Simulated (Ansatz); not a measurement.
LaTl$_{3}$ (Cu3Au type)

```yaml
crystal:
  lattice:
    - [9.47588, 0.00000, 0.00000]
    - [0.00000, 4.73794, 0.00000]
    - [0.00000, 0.00000, 4.73794]
  atoms:
    - { symbol: La, position: [0.00000, 0.00000, 0.00000] }
    - { symbol: La, position: [0.50000, 0.00000, 0.00000] }
    - { symbol: Tl, position: [0.00000, 0.50000, 0.50000] }
    - { symbol: Tl, position: [0.50000, 0.50000, 0.50000] }
    - { symbol: Tl, position: [0.25000, 0.00000, 0.50000] }
    - { symbol: Tl, position: [0.75000, 0.00000, 0.50000] }
    - { symbol: Tl, position: [0.25000, 0.50000, 0.00000] }
    - { symbol: Tl, position: [0.75000, 0.50000, 0.00000] }
```

A phonon eigenvector at X = (0.5, 0.0, 0.0) is frozen into this cell: atom i moves by Q times the vector below, so Q is the largest atomic displacement, in Å. The cell is held. It is one choice among 2 degenerate patterns. (q is in reciprocal vectors of the primitive cell; the cell shown is doubled to hold the pattern.)

```
atom      x      y       z
----  -----  -----  ------
La1   0.000  0.000   0.565
La2   0.000  0.000  -0.565
Tl3   0.000  0.000   1.000
Tl4   0.000  0.000  -1.000
```

Atoms not listed stay in place.

Calculation: LDA (plane waves to 420 eV, PAW, scalar-relativistic; Ansatz, a program for electronic structure). k mesh 5×10×10 (Γ-centred), Fermi-Dirac smearing 0.05 eV. Energies are smeared free energies. With partly filled bands, energies and forces of such displacements shift with the k mesh and the smearing. LaTl3 is run without spin polarisation. LaTl3 was relaxed with its symmetry unable to fall. Spin-orbit coupling is left out, though Tl is heavy. The zero of ΔE is the undisplaced structure.

### Question
Estimate the ΔE (meV/cell) and −dE/dQ from forces (eV/Å) for Q (Å) = -0.150, -0.090, -0.060, 0.090, 0.120, 0.180.

### Answer
| Q (Å) | ΔE (meV/cell) | −dE/dQ from forces (eV/Å) |
|---|---|---|
| -0.150 | 56 | 0.752 |
| -0.090 | 20 | 0.447 |
| -0.060 | 9 | 0.297 |
| 0.090 | 20 | -0.447 |
| 0.120 | 36 | -0.598 |
| 0.180 | 81 | -0.908 |

(A displaced cell: forces are minus the slopes of the energy, force constants its curvatures, and phonons follow from these.)
